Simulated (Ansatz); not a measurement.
Se (trigonal Se type, P3_121) at seven volumes, DFT-r²SCAN+D4 in the program Ansatz with PAW potentials, shape and atoms relaxed at each. One row is withheld.

```json
[
 {"V (Å³/atom)": "25.034", "P (GPa)": "1.70"},
 {"V (Å³/atom)": "25.859", "P (GPa)": "0.99"},
 {"V (Å³/atom)": "26.684", "P (GPa)": "0.43"},
 {"V (Å³/atom)": "27.510", "P (GPa)": "0.00"},
 {"V (Å³/atom)": "28.335", "P (GPa)": "-0.34"},
 {"V (Å³/atom)": "29.160", "P (GPa)": "-0.60"},
 {"V (Å³/atom)": "29.986", "P (GPa)": "?"}
]
```

Question: Fit the shown pressures and predict the withheld one.

Answer: P = (3/2)B₀(x^(7/2) − x^(5/2))[1 + (3/4)(B′ − 4)(x − 1)] with x = (V₀/V)^(2/3). Least squares on the six rows gives V₀ = 27.503 Å³/atom, B₀ = 12.8 GPa, B′ = 7.50. At V = 29.986, x = 0.9440 and P = -0.79 GPa. The run itself gave -0.77 GPa.

The r²SCAN+D4 relaxation kept the symmetry of its start; of distortions, only those at the zone centre were tested.

Potentials: the later of the program's two PAW sets.
